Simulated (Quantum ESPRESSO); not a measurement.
Re4Mo2TaAg, input and log of a self-consistent run

A calculation, not a measurement. The program is pw.x of Quantum ESPRESSO 7.5 (plane-wave density functional theory). The cell is made up: eight metal atoms on a hexagonal close-packed lattice, with elements, volume, strain and displacements drawn at random and not relaxed, so it may be unstable or far from any real phase. PseudoDojo standard norm-conserving files set the functional (PBE unless stated); there is no spin polarisation or spin-orbit coupling, the Fermi-Dirac width of 0.25 eV means electrons at about 2900 K, and the masses in the input are unused placeholders. Heavy elements are run without spin-orbit coupling, which real alloys of them have. A spin test at this wide smearing found no moment, but such smearing suppresses magnetism that the real alloy may have.

Input:

```
&control calculation='scf', pseudo_dir='./dojo.nc.sr.pbe.v0_5.standard.upf', outdir='./o', disk_io='minimal', tprnfor=.true., tstress=.true. /
&system ibrav=0, nat=8, ntyp=4, nbnd=78, ecutwfc=84.00895049, nosym=.true., tot_charge=0,
 occupations='smearing', smearing='fd', degauss=0.0183746611
/
&electrons conv_thr=1.470e-08, electron_maxstep=70, mixing_beta=0.5 /
ATOMIC_SPECIES
Ag 1.0 Ag.upf
Mo 1.0 Mo.upf
Re 1.0 Re.upf
Ta 1.0 Ta.upf
CELL_PARAMETERS angstrom
0.0 0.0 -4.5106
0.0 4.8924 0.0
5.6493 0.0 0.0
ATOMIC_POSITIONS angstrom
Re -0.005 0.0817 0.0565
Re 2.727 -0.1718 -0.0123
Re 1.47 2.3897 -0.0525
Re 4.3288 2.4858 -0.0149
Mo -0.03 1.6019 -2.0996
Ta 2.9433 1.6405 -2.1193
Mo 1.3235 4.2019 -2.3163
Ag 4.1848 4.0957 -2.2549
K_POINTS automatic
5 5 4 1 1 1
```

The log is shortened where brackets say so; the opening notice, blank lines, dates and the lines on written files are dropped, and the path of the files is cut. It prints rydbergs, bohrs and kilobars, and counts compression as positive stress. Its total energy is the free energy E - TS of the whole cell.

```
     Program PWSCF v.7.5
     Parallel version (MPI & OpenMP), running on       4 processor cores
     Number of MPI processes:                 4
     Threads/MPI process:                     1
     [start-up lines left out]
     bravais-lattice index     =            0
     lattice parameter (alat)  =       8.5238  a.u.
     unit-cell volume          =     841.2935 (a.u.)^3
     number of atoms/cell      =            8
     number of atomic types    =            4
     number of electrons       =       120.00
     number of Kohn-Sham states=           78
     kinetic-energy cutoff     =      84.0090  Ry
     charge density cutoff     =     336.0358  Ry
     scf convergence threshold =      1.5E-08
     mixing beta               =       0.5000
     number of iterations used =            8  plain     mixing
     Exchange-correlation= PBE
                           (   1   4   3   4   0   0   0)
     [axes and pseudopotential details left out]
   Cartesian axes
     site n.     atom                  positions (alat units)
         1        Re     tau(   1) = (  -0.0011085   0.0181129   0.0125260  )
         2        Re     tau(   2) = (   0.6045759  -0.0380881  -0.0027269  )
         3        Re     tau(   3) = (   0.3258990   0.5297965  -0.0116392  )
         4        Re     tau(   4) = (   0.9596949   0.5511018  -0.0033033  )
         5        Mo     tau(   5) = (  -0.0066510   0.3551412  -0.4654813  )
         6        Ta     tau(   6) = (   0.6525296   0.3636988  -0.4698488  )
         7        Mo     tau(   7) = (   0.2934199   0.9315612  -0.5135237  )
         8        Ag     tau(   8) = (   0.9277701   0.9080167  -0.4999113  )
     number of k points=    50  Fermi-Dirac smearing, width (Ry)=  0.0184
                       cart. coord. in units 2pi/alat
        k(    1) = (   0.0998044   0.0921961  -0.1000000), wk =   0.0400000
        k(    2) = (   0.2994132   0.0921961  -0.1000000), wk =   0.0400000
     [further k points left out]
     Dense  grid:    87459 G-vectors     FFT dimensions: (  50,  54,  64)
     Estimated max dynamical RAM per process >     341.80 MB
     Estimated total dynamical RAM >       1.27 GB
     Initial potential from superposition of free atoms
     starting charge     119.9945, renormalised to     120.0000
     Starting wfcs are   80 randomized atomic wfcs
     total cpu time spent up to now is        4.8 secs
     per-process dynamical memory:   267.4 Mb
     Self-consistent Calculation
     iteration #  1     ecut=    84.01 Ry     beta= 0.50
     Davidson diagonalization with overlap
     ethr =  1.00E-02,  avg # of iterations =  3.9
     total cpu time spent up to now is       16.6 secs
     total energy              =   -1414.25911978 Ry
     estimated scf accuracy    <       2.44390047 Ry
     iteration #  2     ecut=    84.01 Ry     beta= 0.50
     Davidson diagonalization with overlap
     ethr =  2.04E-03,  avg # of iterations =  2.9
     total cpu time spent up to now is       28.3 secs
     total energy              =   -1413.84469292 Ry
     estimated scf accuracy    <      14.91654046 Ry
     iteration #  3     ecut=    84.01 Ry     beta= 0.50
     Davidson diagonalization with overlap
     ethr =  2.04E-03,  avg # of iterations =  2.0
     total cpu time spent up to now is       38.9 secs
     total energy              =   -1415.36334376 Ry
     estimated scf accuracy    <       1.93864527 Ry
     iteration #  4     ecut=    84.01 Ry     beta= 0.50
     Davidson diagonalization with overlap
     ethr =  1.62E-03,  avg # of iterations =  1.0
     total cpu time spent up to now is       47.7 secs
     total energy              =   -1415.51081607 Ry
     estimated scf accuracy    <       0.21484083 Ry
     iteration #  5     ecut=    84.01 Ry     beta= 0.50
     Davidson diagonalization with overlap
     ethr =  1.79E-04,  avg # of iterations =  2.8
     total cpu time spent up to now is       58.1 secs
     total energy              =   -1415.53426411 Ry
     estimated scf accuracy    <       0.09327453 Ry
     [iterations 6 to 14 left out]
     iteration # 15     ecut=    84.01 Ry     beta= 0.50
     Davidson diagonalization with overlap
     ethr =  5.38E-09,  avg # of iterations =  1.0
     total cpu time spent up to now is      154.5 secs
     total energy              =   -1415.54820439 Ry
     estimated scf accuracy    <       0.00000022 Ry
     iteration # 16     ecut=    84.01 Ry     beta= 0.50
     Davidson diagonalization with overlap
     ethr =  1.80E-10,  avg # of iterations =  2.2
     total cpu time spent up to now is      165.0 secs
     total energy              =   -1415.54820439 Ry
     estimated scf accuracy    <       0.00000036 Ry
     iteration # 17     ecut=    84.01 Ry     beta= 0.50
     Davidson diagonalization with overlap
     ethr =  1.80E-10,  avg # of iterations =  1.5
     total cpu time spent up to now is      174.2 secs
     total energy              =   -1415.54820443 Ry
     estimated scf accuracy    <       0.00000004 Ry
     iteration # 18     ecut=    84.01 Ry     beta= 0.50
     Davidson diagonalization with overlap
     ethr =  2.93E-11,  avg # of iterations =  2.0
     total cpu time spent up to now is      184.1 secs
     total energy              =   -1415.54820443 Ry
     estimated scf accuracy    <       0.00000006 Ry
     iteration # 19     ecut=    84.01 Ry     beta= 0.50
     Davidson diagonalization with overlap
     ethr =  2.93E-11,  avg # of iterations =  1.0
     total cpu time spent up to now is      192.7 secs
     End of self-consistent calculation
     [lines on levels left out]
!    total energy              =   -1415.54820443 Ry
     estimated scf accuracy    <          1.7E-09 Ry
     smearing contrib. (-TS)   =      -0.12066303 Ry
     internal energy E=F+TS    =   -1415.42754141 Ry
     The total energy is F=E-TS. E is the sum of the following terms:
     one-electron contribution =    -264.43612493 Ry
     hartree contribution      =     207.56964579 Ry
     xc contribution           =    -255.75647079 Ry
     ewald contribution        =   -1102.80459148 Ry
     convergence has been achieved in  19 iterations
     Forces acting on atoms (cartesian axes, Ry/au):
     atom    1 type  3   force =    -0.00391757   -0.02120519   -0.01528701
     atom    2 type  3   force =    -0.00744780    0.04511155    0.01483944
     atom    3 type  3   force =     0.00204511   -0.00878301    0.04818839
     atom    4 type  3   force =    -0.01273677   -0.01254566    0.05215439
     atom    5 type  2   force =     0.05290208    0.02629484   -0.05428835
     atom    6 type  4   force =    -0.06973390   -0.00338527   -0.05886987
     atom    7 type  2   force =     0.01939151   -0.02178763    0.01359247
     atom    8 type  1   force =     0.01949734   -0.00369963   -0.00032946
     Total force =     0.157033     Total SCF correction =     0.000193
     Computing stress (Cartesian axis) and pressure
          total   stress  (Ry/bohr**3)                   (kbar)     P=       81.05
   0.00057291  -0.00004042  -0.00002741           84.28       -5.95       -4.03
  -0.00004042   0.00036354   0.00002164           -5.95       53.48        3.18
  -0.00002741   0.00002164   0.00071649           -4.03        3.18      105.40
     init_run     :      4.46s CPU      4.69s WALL (       1 calls)
     electrons    :    182.93s CPU    187.94s WALL (       1 calls)
     forces       :      2.12s CPU      2.12s WALL (       1 calls)
     stress       :      7.28s CPU      7.29s WALL (       1 calls)
     [timing details left out]
     PWSCF        :   3m16.86s CPU   3m22.17s WALL
     JOB DONE.
```

In other units: free energy -19259.514 eV for the cell, pressure 8.11 GPa, largest force component 1.793 eV/Å in size. The run took 204 s of wall time with four MPI processes on a shared machine (Intel Xeon, 2023 or later, virtual cores), so the time is rough. A rerun of this cell at a higher cutoff and on a denser mesh moved values by no more than 0.004 eV in energy, 0.07 GPa in stress and 0.011 eV/Å in force, and a second program with other atomic files agreed on that cell to 2 % rms in force and 0.5 GPa in pressure.